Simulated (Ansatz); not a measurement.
Input file for Ansatz (a quantum-chemistry and plane-wave program):

Ansatz 0.2 input:
```yaml
crystal:
  lattice:
    - [2.9348064527, 0.0, 0.0]
    - [-1.4674032263, 2.5416169432, 0.0]
    - [0.0, 0.0, 4.6419180117]
  atoms:
    - { symbol: Ti, position: [0.3333333333, 0.6666666667, 0.25] }
    - { symbol: Ti, position: [0.6666666667, 0.3333333333, 0.75] }
kpoints:
  mp_grid: { grid: [28, 28, 16] }
hamiltonian:
  xc: r2scan
  pseudopotentials: { azcp: { folder: ./paw }, kind: paw }
scf:
  occupations: { method: fermi_dirac, width: 0.1 }
elastic: { mode: relaxed_ion, stencil: two_point, amplitude: 0.005, f_tol: 0.0005 }
```

Output (shortened):

```
Pseudopotentials: kind: paw
Pseudopotential: Ti, paw, valence charge 12
Functional definition: r2SCAN
Crystal: 2 atoms, lattice volume = 34.625 Å³
Basis set: ecut = 500 eV, 881 PW (Γ), exchange–correlation on 96×96×144 points (64 copies of the dense FFT grid, shifted against one another)
Bands: 16, of which v1, the nominal top of the filled ones, is band 12 counted from 1 (11 counted from 0)
Symmetry: 24 space group operations
Space group: P63/mmc (ITA 194), of the structure as read, at distance tolerance 3.3e-5 Å
k-points: 720 of 12544
PAW frozen core: Ti, regenerated for the run's functional
Initial density: superposition of atomic densities (chi_scale 0.1, normalization cell)
Initial wavefunctions: pseudopotential atomic-orbital guess
Eigensolver: davidson
Functional: x = r2scan, c = r2scan; τ floored in thin density (d = 2e-4 eV/Å³)
all-band conjugate gradients solve this SCF's bands
the search or the solves at the SCF's close seem to have found levels that the self-consistency loop had missed (the run counts 2) …
SCF 1 converged in 10 iterations: F = -5008.776454 eV  dr2 = 8.49e-14
Crystal: 2 atoms, lattice volume = 34.625 Å³
Initial density: handed on by an earlier stage of this run
Initial wavefunctions: those handed on with the density
SCF 2 converged in 2 iterations: F = -5008.776454 eV  dr2 = 4.21e-15
Crystal: 2 atoms, lattice volume = 34.452 Å³
Basis set: ecut = 500 eV, 873 PW (Γ), exchange–correlation on 96×96×144 points (64 copies of the dense FFT grid, shifted against one another)
Symmetry: 8 space group operations
k-points: 1899 of 12544
Initial wavefunctions: pseudopotential atomic-orbital guess (no wavefunctions were taken with the density)
SCF 3 converged in 10 iterations: F = -5008.775710 eV  dr2 = 5.41e-15
relax step   1: F+E_penalty+E_count = -5008.77570996 eV  Δ(F+E_penalty+E_count) = +0.000e0 eV  max|allowed force component| = 1.722e-2 eV/Å  Δτ_max = 0.0000 Å  (10 SCF iters, accepted)
density extrapolation: transplant  |δρ|_rms = 3.538e-2 e/Å³  SAD shift = 2.085e-2 e/Å³
Crystal: 2 atoms, lattice volume = 34.452 Å³
SCF 4 converged in 9 iterations: F = -5008.775794 eV  dr2 = 1.66e-15
relax step   2: F+E_penalty+E_count = -5008.77579412 eV  Δ(F+E_penalty+E_count) = -8.416e-5 eV  max|allowed force component| = 4.154e-3 eV/Å  Δτ_max = 0.0064 Å  (9 SCF iters, accepted)
density extrapolation: transplant  |δρ|_rms = 3.538e-2 e/Å³  SAD shift = 4.052e-3 e/Å³
Crystal: 2 atoms, lattice volume = 34.452 Å³
SCF 5 converged in 8 iterations: F = -5008.775799 eV  dr2 = 4.17e-14
relax step   3: F+E_penalty+E_count = -5008.77579930 eV  Δ(F+E_penalty+E_count) = -5.174e-6 eV  max|allowed force component| = 1.059e-5 eV/Å  Δτ_max = 0.0012 Å  (8 SCF iters, accepted)
Crystal: 2 atoms, lattice volume = 34.452 Å³
SCF 6 converged in 2 iterations: F = -5008.775799 eV  dr2 = 7.44e-15
Crystal: 2 atoms, lattice volume = 34.798 Å³
SCF 7 converged in 10 iterations: F = -5008.776062 eV  dr2 = 6.55e-15
relax step   1: F+E_penalty+E_count = -5008.77606164 eV  Δ(F+E_penalty+E_count) = +0.000e0 eV  max|allowed force component| = 1.738e-2 eV/Å  Δτ_max = 0.0000 Å  (10 SCF iters, accepted)
density extrapolation: transplant  |δρ|_rms = 3.519e-2 e/Å³  SAD shift = 1.682e-2 e/Å³
Crystal: 2 atoms, lattice volume = 34.798 Å³
SCF 8 converged in 9 iterations: F = -5008.776149 eV  dr2 = 1.66e-15
relax step   2: F+E_penalty+E_count = -5008.77614937 eV  Δ(F+E_penalty+E_count) = -8.773e-5 eV  max|allowed force component| = 5.290e-4 eV/Å  Δτ_max = 0.0052 Å  (9 SCF iters, accepted)
density extrapolation: transplant  |δρ|_rms = 3.519e-2 e/Å³  SAD shift = 4.970e-4 e/Å³
Crystal: 2 atoms, lattice volume = 34.798 Å³
SCF 9 converged in 6 iterations: F = -5008.776149 eV  dr2 = 6.23e-14
relax step   3: F+E_penalty+E_count = -5008.77614946 eV  Δ(F+E_penalty+E_count) = -8.165e-8 eV  max|allowed force component| = 1.465e-6 eV/Å  Δτ_max = 0.0002 Å  (6 SCF iters, accepted)
Crystal: 2 atoms, lattice volume = 34.798 Å³
SCF 10 converged in 2 iterations: F = -5008.776149 eV  dr2 = 6.11e-15
density extrapolation: transplant  |δρ|_rms = 3.529e-2 e/Å³  SAD shift = 7.458e-3 e/Å³
Crystal: 2 atoms, lattice volume = 34.452 Å³
SCF 11 converged in 10 iterations: F = -5008.775847 eV  dr2 = 3.85e-17
density extrapolation: first-order (α = -2.000)  |δρ|_rms = 3.529e-2 e/Å³  SAD shift = 7.400e-3 e/Å³
Crystal: 2 atoms, lattice volume = 34.798 Å³
SCF 12 converged in 7 iterations: F = -5008.776003 eV  dr2 = 4.74e-14
Crystal: 2 atoms, lattice volume = 34.625 Å³
Symmetry: 4 space group operations
k-points: 3264 of 12544
SCF 13 converged in 10 iterations: F = -5008.776326 eV  dr2 = 6.62e-15
relax step   1: F+E_penalty+E_count = -5008.77632610 eV  Δ(F+E_penalty+E_count) = +0.000e0 eV  max|allowed force component| = 4.074e-5 eV/Å  Δτ_max = 0.0000 Å  (10 SCF iters, accepted)
Crystal: 2 atoms, lattice volume = 34.625 Å³
SCF 14 converged in 2 iterations: F = -5008.776326 eV  dr2 = 5.90e-16
Crystal: 2 atoms, lattice volume = 34.625 Å³
SCF 15 converged in 10 iterations: F = -5008.776326 eV  dr2 = 5.10e-15
relax step   1: F+E_penalty+E_count = -5008.77632610 eV  Δ(F+E_penalty+E_count) = +0.000e0 eV  max|allowed force component| = 4.075e-5 eV/Å  Δτ_max = 0.0000 Å  (10 SCF iters, accepted)
Crystal: 2 atoms, lattice volume = 34.625 Å³
SCF 16 converged in 2 iterations: F = -5008.776326 eV  dr2 = 3.99e-16
SCF converged after 2 iterations
Free energy (F): -5008.776454 eV
Harris-Foulkes:  -5008.776454 eV  (|F-HF|=9.09e-13)
Internal energy: -5008.711570 eV  (E = F + TS)
E sigma→0 (E₀):  -5008.744012 eV
Entropy (-TS):   -0.064884 eV (-32.442 meV/atom)
Fermi energy:    13.362299 eV
--- Per-component energies (eV) ---
  E_band       = -342.102275
  E_kinetic    = 561.748114
  E_local      = -1734.934647  (includes V_loc(G=0)·N_el)
  E_nonlocal   = 119.163909
  E_hartree    = 685.591777
  E_xc         = -223.931292
  E_vxc        = -321.211542  (∫ρ·V_xc dr)
  E_paw        = -2101.194575  (= ΣΔE_a)
  E_vpaw       = -358.744389  (= ΣTr[D̂ρ^β])
  E_aug_tail   = -0.000051  (compensation charges beyond the density's cutoff)
  E_vtau       = 20.692774  (kinetic-family band-sum trace: ∫τ·v_τ [+ j·A + Jᵃ·Aᵃ] dr)
  E_ewald      = -2314.647893
  E_core_change = -0.506913  (= ΣΔE_core)
  E_smearing   = -0.064884  (= −TS)
  E_closure    =  0.000000  (closes the sum)
  Σ components = -5008.776454   (vs F -5008.776454, Δ=0.00e0)
--- Forces (eV/Å), atoms counted from 1 ---
  atom   1  Ti     0.00000000     0.00000000     0.00000000
  atom   2  Ti     0.00000000     0.00000000     0.00000000
  max |Σ_I F_I| component: 7.40e-17 eV/Å
--- Stress (GPa, compression-positive) ---
        0.158122       0.000000       0.000000
        0.000000       0.158122       0.000000
        0.000000       0.000000       0.068743
  P = ⅓ Tr σ = 0.1283 GPa (1.283 kbar)
  The stress holds the Pulay correction. Without it, at fixed plane waves, as pw.x and ABINIT print it: P = 0.0223 GPa
  The stress includes an estimate of the error left by incomplete SCF convergence (largest component 0.0000 GPa).
--- Band table (eV; the first three rows and the last of 720) ---
  k-point 0: bands = ["-45.8653", "-45.7209", "-21.4142", "-20.7500", "-20.7500", "-20.6697", "-20.6459", "-20.6459", "6.7278", "10.5112", "13.9731", "14.2424", "14.2424", "14.3635", "14.7765", "14.7765"]
  k-point 1: bands = ["-45.8640", "-45.7223", "-21.4073", "-20.7490", "-20.7490", "-20.6772", "-20.6469", "-20.6469", "6.7627", "10.4923", "13.9160", "14.2249", "14.2249", "14.3430", "14.7570", "14.7570"]
  k-point 2: bands = ["-45.8599", "-45.7265", "-21.3870", "-20.7460", "-20.7460", "-20.6992", "-20.6499", "-20.6499", "6.8666", "10.4300", "13.7665", "14.1825", "14.1825", "14.2827", "14.7016", "14.7016"]
  k-point 719: bands = ["-45.7088", "-45.7088", "-21.2265", "-21.2265", "-21.0285", "-21.0285", "-20.7725", "-20.7725", "11.9658", "11.9658", "12.3565", "12.3565", "13.0384", "13.0384", "15.2310", "15.2310"]
  band table: 16 of 16 bands, residual norms ≤ 1.0e-3 eV
--- Elastic constants: 3 strain directions × 2 members + reference (group order 24) ---
  dense FFT box of the reference and of every strained cell: 24×24×36
  strains applied: 11, 33, 23; error gains …
  C = ∂σ_k/∂η_j (tension-positive GPa; Voigt order 11 22 33 23 13 12):
       177.730     98.195     76.089      0.000      0.000      0.000
        98.195    177.730     76.089      0.000      0.000      0.000
        76.009     76.009    196.332      0.000      0.000      0.000
         0.000      0.000      0.000     47.729      0.000      0.000
         0.000      0.000      0.000      0.000     47.729      0.000
         0.000      0.000      0.000      0.000      0.000     39.767
  reference stress σ⁰ (GPa):     -0.158     -0.158     -0.069      0.000      0.000      0.000
  moduli (Voigt/Reuss/Hill, GPa): K = 116.93/116.92/116.93   G = 47.14/46.01/46.58   E = 123.36   ν = 0.324
  mechanically stable: yes (min eigenvalue of sym C = 39.77 GPa)
  strain η (Voigt 11):  stress-route row diagonal C_11 = 177.73 GPa, energy-path curvature d²(F+E_count+ΔE)/dδ²/Ω₀ = 177.74 GPa
         δ    σ_11 (GPa)             F (eV)   n_scf  n_hpsi   n_pw
    -5.000e-3      -1.0603       -5008.7757993       2  305827    899   relax 3 steps, max|allowed force component| 1.06e-5 eV/Å
     5.000e-3       0.7170       -5008.7761495       2  307268    911   relax 3 steps, max|allowed force component| 1.47e-6 eV/Å
  strain η (Voigt 33):  stress-route row diagonal C_33 = 196.33 GPa, energy-path curvature d²(F+E_count+ΔE)/dδ²/Ω₀ = 196.33 GPa
         δ    σ_33 (GPa)             F (eV)   n_scf  n_hpsi   n_pw
    -5.000e-3      -1.0605       -5008.7758468      10  271748    905   relax 0 steps, max|allowed force component| 1.67e-16 eV/Å
     5.000e-3       0.9028       -5008.7760030       7  225017    911   relax 0 steps, max|allowed force component| 1.48e-16 eV/Å
  strain η (Voigt 23):  stress-route row diagonal C_44 = 47.73 GPa, energy-path curvature d²(F+E_count+ΔE)/dδ²/Ω₀ = 47.79 GPa
         δ    σ_23 (GPa)             F (eV)   n_scf  n_hpsi   n_pw
    -5.000e-3      -0.2386       -5008.7763261       2  524065    911   relax 1 steps, max|allowed force component| 4.07e-5 eV/Å
     5.000e-3       0.2386       -5008.7763261       2  523618    911   relax 1 steps, max|allowed force component| 4.07e-5 eV/Å
```

Cost: very roughly 22 core-minutes on shared cores.

Space group P6_3/mmc (hcp (Mg type)). The r²SCAN relaxation kept the symmetry of its start. No spin polarisation was allowed. As this level gives no gap, shear constants depend on the k-mesh and smearing (Fermi–Dirac, 0.1 eV here). Axis ratios of metals converge slowly with the k-mesh, so a and c are less sure than the volume.

Potentials: the earlier of the program's two PAW sets.

Ansatz is a plane-wave DFT program.
